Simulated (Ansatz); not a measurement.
# Property card for LiNbO$_{3}$

LiNbO₃:
```xyz
10
Lattice="2.6045 1.5037 4.7392 -2.6045 1.5037 4.7392 0.0000 -3.0074 4.7392" Properties=species:S:1:pos:R:3 pbc="T T T"
Li     0.0000     0.0000     5.0726
Li     0.0000     0.0000     9.1450
Nb     0.0000     0.0000     2.0443
Nb     0.0000     0.0000    12.1733
O     -0.9016    -1.7063     8.2144
O      0.9016     1.7063     6.0032
O     -1.0269     1.6340     8.2144
O      1.0269    -1.6340     6.0032
O      1.9285     0.0723     8.2144
O     -1.9285    -0.0723     6.0032
```

Space group R-3 (No. 148); conventional cell a = b = 5.209 Å, c = 14.218 Å, α = β = 90.00°, γ = 120.00°.

Method: r²SCAN (plane waves, PAW; program Ansatz). Geometry: relaxed at this level of theory. Other levels are named where they apply.

**Cell and energy**

```yaml
volume_per_atom: 11.14 Å³
density: 4.41 g/cm³
Formation energy from the elements (no fitted shifts): -2.74 eV/atom
```

**Electronic structure**

```yaml
band_gap: 4.42 eV (smallest direct gap 4.43 eV)
valence_band_maximum: off the standard path, at k = (0.260, -0.219, 0.307) in fractions of the reciprocal vectors
conduction_band_minimum: off the standard path, at k = (0.177, -0.292, -0.312) in fractions of the reciprocal vectors
electron_effective_mass: 1.1, 4.2, 28 mₑ (principal values)
Electron effective mass with spin–orbit coupling: 1.1, 4.2, 28 mₑ (principal values)
hole_effective_mass: 1.00, 2.2, 3.9 mₑ (principal values)
Hole effective mass with spin–orbit coupling: 1.0, 2.2, 4.0 mₑ (principal values)
HSE06 gap on the r²SCAN cell: 5.50 eV
Gap with spin–orbit coupling: 4.42 eV
```

**Mechanics**

```yaml
Bulk modulus (Birch–Murnaghan fit): 83.1 GPa
Pressure derivative B′: 5.3
```

**Charges**

```yaml
bader_charges: Li +0.92, Nb +2.80, O -1.24 e
```

The workflow started from a Materials Project entry (that database holds measured and hypothetical structures alike); the Crystallography Open Database files this formula in space group No. 148, but the cells were not matched. It is not the phase usual at ambient conditions (space group No. 161). Symmetry was held in the r²SCAN relaxation; its stability against distortions is not shown here. No spin polarisation was allowed. The references are the lowest solids computed at this level, not always the standard phases (solids in place of the gases). Scalar-relativistic: spin–orbit coupling is off unless named, which matters more the heavier the elements.

Potentials: the later of the program's two PAW sets.
